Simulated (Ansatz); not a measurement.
An Ansatz input:

```yaml
crystal:
  lattice:
    - [2.6940739632, 0.0, 0.0]
    - [-1.3470369816, 2.3331364918, 0.0]
    - [0.0, 0.0, 8.7988455638]
  atoms:
    - { symbol: V, position: [0.0, 0.0, 0.0], spin: 1.0 }
    - { symbol: V, position: [0.0, 0.0, 0.5], spin: 1.0 }
    - { symbol: V, position: [0.3333333333, 0.6666666667, 0.25], spin: 1.0 }
    - { symbol: V, position: [0.6666666667, 0.3333333333, 0.75], spin: 1.0 }
hamiltonian:
  xc: mr2scan
  pseudopotentials:
    kind: paw
    azcp:
      V: "pseudopotentials/V.paw.azcp"
basis:
  ecutwfc: 500
  fft_grid_basis: typed
kpoints:
  mp_grid: { grid: [13, 13, 4], shift: [0, 0, 0] }
magnetization:
  spin_polarized: true
scf:
  occupations: { method: fermi_dirac, width: 0.05 }
relax:
  max_steps: 60
  f_tol: 0.01
  cell: {}
```

Output

```
Engine: ansatz 0.2.0, x86_64-unknown-linux-gnu
Pseudopotentials: kind: paw
Pseudopotential: V, paw, valence charge 13, recommended cutoff 500 eV (meta_gga) 
Functional definition: m-r2SCAN
  exchange = m_r2scan_x
  correlation = m_r2scan_c
Crystal: 4 atoms, lattice volume = 55.306 Å³
Basis set: ecut = 500 eV, 1389 PW (Γ), exchange–correlation on 80×80×288 points (64 copies of the dense FFT grid, shifted against one another)
Bands: 34, of which v1, the nominal top of the filled ones, is band 26 counted from 1 (25 counted from 0)
Symmetry: 24 space group operations
Space group: P63/mmc (ITA 194), of the structure as read, at distance tolerance 3.8e-5 Å
Magnetic group: BNS 194.263 (UNI 1493), of the structure as read, at distance tolerance 3.8e-5 Å
k-points: 63 of 676
Non-local potential: V, projectors of the file, l = 0: 3, l = 1: 2, l = 2: 3, l = 3: 1
PAW form: soft (Blöchl's): semilocal exchange-correlation on the pseudo side does not see the compensation charge
PAW frozen core: V, regenerated for the run's functional (the file was generated under x = pbe(κ = 0.804, μ = 0.2195149727645171), c = pbe(β = 0.06672455060314922))
PAW one-centre angular grid: V, 590 points (default); XC on 160 Gauss nodes
Initial density: superposition of atomic densities (chi_scale 0.1, normalization cell)
Starting moments: Σ|m| = 4 μB on 4 of 4 sites
Initial wavefunctions: pseudopotential atomic-orbital guess
Functional: x = mr2scan, c = mr2scan; τ floored in thin density (d = 2e-4 eV/Å³)
SCF iter   1: F=—  HF=-11668.924739 eV  |F-HF|=—  |Δ(HF+E_count)|=         —  Δρ=8.20e-2 (↑8.20e-2 ↓2.49e-2)  dr2=4.94e0  dr2_τ=3.72e-2  dr2_m=5.84e-1  M=2.655 μB ∫|m|=2.655 μB  β_m=0.89  ethr=3.10e-3  ⟨swp⟩=3.6  Hψ=13347  notcnv=0
Mixer restart at iter 1: flushing history
spin=Collinear: Kerker preconditioning applied to the charge; magnetization (m = ρ↑ − ρ↓) channel mixes plain (no charge-response kernel on spin).
SCF iter   2: F=—  HF=-11666.723553 eV  |F-HF|=—  |Δ(HF+E_count)|=    2.20e0  Δρ=3.42e-2 (↑3.42e-2 ↓2.26e-2)  dr2=1.60e0  dr2_τ=1.01e-2  dr2_m=2.91e-2  M=2.423 μB ∫|m|=2.423 μB  β_m=0.98  ethr=3.10e-3  ⟨swp⟩=2.9  Hψ=9013  notcnv=0  defer=95  κ⁻¹=1.0e0(r=1)
SCF iter   3: F=—  HF=-11666.383965 eV  |F-HF|=—  |Δ(HF+E_count)|=   3.40e-1  Δρ=1.01e-2 (↑1.01e-2 ↓9.51e-3)  dr2=1.06e-1  dr2_τ=2.75e-3  dr2_m=4.45e-3  M=1.947 μB ∫|m|=1.947 μB  β_m=1.00  ethr=3.07e-3  ⟨swp⟩=2.2  Hψ=6641  notcnv=0  defer=95  κ⁻¹=6.8e-2(r=2)
SCF iter   4: F=—  HF=-11666.968970 eV  |F-HF|=—  |Δ(HF+E_count)|=         —  Δρ=2.95e-2 (↑2.95e-2 ↓2.90e-2)  dr2=6.29e-2  dr2_τ=1.76e-2  dr2_m=4.02e-1  M=0.134 μB ∫|m|=0.183 μB  β_m=1.00  ethr=2.03e-4  ⟨swp⟩=2.4  Hψ=6667  notcnv=0  defer=61
Mixer restart at iter 4: flushing history
SCF iter   5: F=—  HF=-11667.239927 eV  |F-HF|=—  |Δ(HF+E_count)|=   2.71e-1  Δρ=3.90e-3 (↑3.90e-3 ↓2.94e-3)  dr2=1.71e-2  dr2_τ=4.08e-4  dr2_m=4.10e-4  M=0.104 μB ∫|m|=0.121 μB  β_m=1.00  ethr=9.62e-5  ⟨swp⟩=3.0  Hψ=8630  notcnv=0  defer=60
...
SCF 7 converged in 9 iterations: F = -11667.313804 eV  dr2 = 7.75e-12
relax step   7: F+E_penalty+E_count = -11667.31380421 eV  Δ(F+E_penalty+E_count) = -6.186e-5 eV  max|allowed force component| = 7.864e-17 eV/Å  Δτ_max = 0.0000 Å  P = -0.000 GPa  Ω = 54.661 Å³  stress off target by 2.63e-2 GPa  SCF on the basis re-selected at this cell (its energy is not comparable with the rows above)  (9 SCF iters)
basis re-selected at this cell: Δ(F+E_penalty+E_count) = -6.186e-5 eV, ΔP = -0.001 GPa vs the last step (what re-selecting the basis moved, of the pressure what is left beyond the Pulay correction that the steps carried, after the strain that the cell walked since its last selection, with what the two solves' SCF thresholds leave and, on support functions, any second-order correction that the steps lacked; it is no measure of the basis error at this ecutwfc). This SCF's stress stands 2.63e-2 GPa from its target on what of the cell is left free (relax.cell.stress_tol is 5.00e-2 GPa) and its largest allowed force component is 7.86e-17 eV/Å (relax.f_tol is 1.00e-2 eV/Å): within both
SCF converged after 9 iterations
Stability not checked: this state was not tested for a lower state beside it, because the mixer in use, unlike msr1, does not test its closes by its own steps (another_mixer; see scf.mixing.algorithm and scf.lower_state_search)
Magnetization: 0.0000 μB (26.0000 up, 26.0000 down)
Absolute magnetization: 0.0000 μB (∫|ρ↑−ρ↓|, with the PAW one-centre terms)
Spin contamination: 0.0000 ħ² per cell (⟨S²⟩ above its minimum at these occupations)
Per-site moments (μB) at R_I (Å): [(1.5442535402253867e-8, 1.0837936778764101), (1.5442535376381273e-8, 1.0837936778764101), (1.1100960934809542e-8, 1.0837936778764101), (1.1100961061528194e-8, 1.0837936778764101)]
Free energy (F): -11667.313804 eV
Harris-Foulkes:  -11667.313804 eV  (|F-HF|=0.00e0)
Internal energy: -11667.266702 eV  (E = F + TS)
E sigma→0 (E₀):  -11667.290253 eV
Entropy (-TS):   -0.047102 eV (-11.776 meV/atom)
Fermi energy:    16.566049 eV
--- Per-component energies (eV) ---
  E_band       = -652.477864
  E_kinetic    = 1344.303330
  E_local      = -3612.175712  (includes V_loc(G=0)·N_el)
  E_nonlocal   = -183.096979
  E_hartree    = 1651.450670
  E_xc         = -506.298370
  E_vxc        = -737.053978  (∫ρ·V_xc dr)
  E_paw        = -4484.099315  (= ΣΔE_a)
  E_vpaw       = -816.710349  (= ΣTr[D̂ρ^β])
  E_aug_tail   = 0.000727  (compensation charges beyond the density's cutoff)
  E_vtau       = 49.353903  (kinetic-family band-sum trace: ∫τ·v_τ [+ j·A + Jᵃ·Aᵃ] dr)
  E_ewald      = -5876.287929
  E_core_change = -1.063124  (= ΣΔE_core)
  E_smearing   = -0.047102  (= −TS)
  E_closure    = 0.000000  (closes the sum)
  Σ components = -11667.313804   (vs F -11667.313804, Δ=0.00e0)
--- Forces (eV/Å), atoms counted from 1 ---
  atom   1  V      0.00000000     0.00000000     0.00000000
  atom   2  V     -0.00000000    -0.00000000     0.00000000
  atom   3  V      0.00000000     0.00000000    -0.00000000
  atom   4  V     -0.00000000    -0.00000000     0.00000000
  max |Σ_I F_I| component: 1.85e-17 eV/Å
--- Stress (GPa, compression-positive) ---
       -0.013826      -0.000000       0.000000
        0.000000      -0.013826       0.000000
        0.000000       0.000000       0.026289
  P = ⅓ Tr σ = -0.0005 GPa (-0.005 kbar)
--- Relaxed structure (6 steps of the walk, 6 accepted, 1 SCFs on fresh bases) ---
  F+E_penalty+E_count = -11667.31380421 eV   max|allowed force component| = 7.864e-17 eV/Å   (the final SCF, on the basis selected at the relaxed cell)
  cell:  # Å, volume = 54.6613 Å³
    - [2.6273786130337213, -1.9973597935525428e-33, -7.175665958445512e-19]
    - [-1.3136893065168607, 2.2753766242471274, 3.587832979222758e-19]
    - [-2.343572502028045e-18, 1.0378099909134812e-33, 9.143326724395008]
  atoms:
    - { symbol: V, position: [-2.683354915113761e-34, 1.5735487269548913e-34, 4.5600914594003916e-36] }
    - { symbol: V, position: [-2.8888949165808538e-34, 1.8487047884989177e-34, 0.49999999999999994] }
    - { symbol: V, position: [0.3333333333333333, 0.6666666666666667, 0.24999999999999997] }
    - { symbol: V, position: [0.6666666666666667, 0.3333333333333333, 0.7499999999999999] }
```
